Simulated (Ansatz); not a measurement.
MoN2, first-principles data

MoN2:
```yaml
crystal:
  lattice:
    - [4.26435, 0.00000, 0.00000]
    - [0.00000, 4.26435, 0.00000]
    - [0.00000, 0.00000, 2.70718]
  atoms:
    - { symbol: Mo, position: [0.50000, 0.50000, 0.00000] }
    - { symbol: Mo, position: [0.00000, 0.00000, 0.00000] }
    - { symbol: N, position: [0.88757, 0.38757, 0.50000] }
    - { symbol: N, position: [0.11243, 0.61243, 0.50000] }
    - { symbol: N, position: [0.61243, 0.88757, 0.50000] }
    - { symbol: N, position: [0.38757, 0.11243, 0.50000] }
```

Space group P4/mbm (No. 127); conventional cell a = b = 4.2643 Å, c = 2.7072 Å, α = β = γ = 90.00°.

Method: plane-wave PAW LDA (Ansatz code). Structure relaxed to zero pressure with the same functional. Other levels are named where they apply.

### Cell and energy

- Volume per atom: 8.20 Å³
- Density: 8.36 g/cm³
- Formation energy from the elements (no fitted shifts): -0.35 eV/atom

### Electronic structure

Electronic character: metallic (no gap)
Density of states at the Fermi level: 0.25 states/eV per atom (mean over ±0.08 eV)

### Mechanics

* **Bulk modulus (Birch–Murnaghan fit)**: 3910 kbar
* **Pressure derivative B′**: 4.6
* **Elastic constants (relaxed ions, GPa)**: C11 = 792, C12 = 201, C13 = 169, C33 = 870, C44 = 279, C66 = 291
* **Mechanical stability**: stable (all eigenvalues of C positive)
* **Hill bulk and shear moduli**: 392 and 297 GPa
* **Young's modulus**: 711 GPa
* **Poisson's ratio**: 0.20
* **Debye temperature from the elastic constants**: 970 K

### Phonons

- Highest zone-centre frequency: 34.06 THz
- Zone-centre stability: no imaginary mode at Γ

The workflow started from a Materials Project entry (that database holds measured and hypothetical structures alike); the Crystallography Open Database copy checked does not list it. Whether it is the stable phase at ambient conditions was not checked. The LDA relaxation kept the symmetry of its start. The run is not spin-polarised. As this level gives no gap, shear constants depend on the k-mesh and smearing (Fermi–Dirac, 0.1 eV here). As this level gives no gap, phonon frequencies hold no LO–TO term and depend on the k-mesh and smearing (Fermi–Dirac, 0.1 eV here). The references are the lowest solids computed at this level, not always the standard phases (solids in place of the gases). Spin–orbit coupling is left out wherever it is not named.

Potentials: the later of the program's two PAW sets.
